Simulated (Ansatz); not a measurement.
CdS (zinc blende)

```
CELL_PARAMETERS angstrom
      0.00000     5.92662     5.92662
      2.96331     0.00000     2.96331
      2.96331     2.96331     0.00000
ATOMIC_POSITIONS crystal
  S  0.37500 0.75000 0.75000
  S  0.87500 0.75000 0.75000
  Cd 0.00000 0.00000 0.00000
  Cd 0.50000 0.00000 0.00000
```

Two-dimensional scan of atom 2 (S, nearest neighbour Cd at 2.566 Å; its periodic images, 4.2 Å or more away, move with it): u runs along (0.707, 0.707, 0.000), v along (0.000, 0.000, 1.000) (Cartesian). Cell and other atoms are fixed.

All values below come from PBE (plane waves to 420 eV, PAW, scalar-relativistic; Ansatz, a program for electronic structure). k mesh 4×8×8 (Γ-centred), Fermi-Dirac smearing 0.05 eV. E stands for the smeared free energy. Points where atoms come too close for the PAW data are left out (x in tables, blank in figures). CdS was relaxed with its symmetry unable to fall.

Changes of ΔE (eV/cell) from the point u = 0.000 Å, v = 0.000 Å when one coordinate moves alone (two changes are said to add if the coupling is within 5 % of the smaller one, nearly so within 20 %):

```csv
point,change
"u = 0.000 Å, v = -0.640 Å",1.0545
"u = 0.000 Å, v = -0.427 Å",0.4911
"u = 0.000 Å, v = -0.213 Å",0.1252
"u = -0.640 Å, v = 0.000 Å",1.2774
"u = -0.427 Å, v = 0.000 Å",0.5000
"u = -0.213 Å, v = 0.000 Å",0.1145
"u = 0.213 Å, v = 0.000 Å",0.1145
"u = 0.427 Å, v = 0.000 Å",0.5000
"u = 0.640 Å, v = 0.000 Å",1.2774
"u = 0.000 Å, v = 0.213 Å",0.1221
"u = 0.000 Å, v = 0.427 Å",0.4689
"u = 0.000 Å, v = 0.640 Å",0.9934
```

### Question
Do the two effects add at u = 0.427 Å, v = 0.427 Å? Give the computed change.

### Answer
The sum of the single changes is 0.5000 + (0.4689) = 0.9689; the calculation gives 2.1408, so the coupling contributes 1.1719 (over 20 % of the smaller single change, not additive).

### Question
Do the two effects add at u = -0.427 Å, v = -0.213 Å? Give the computed change.

### Answer
The sum of the single changes is 0.5000 + (0.1252) = 0.6252; the calculation gives 0.3206, so the coupling contributes -0.3046 (over 20 % of the smaller single change, not additive).

### Question
What is the change at u = 0.213 Å, v = 0.640 Å, where both move, and how far is it from the sum?

### Answer
The sum of the single changes is 0.1145 + (0.9934) = 1.1079; the calculation gives 1.5784, so the coupling contributes 0.4705 (over 20 % of the smaller single change, not additive).

(A displaced cell: forces are minus the slopes of the energy, force constants its curvatures, and phonons follow from these.)
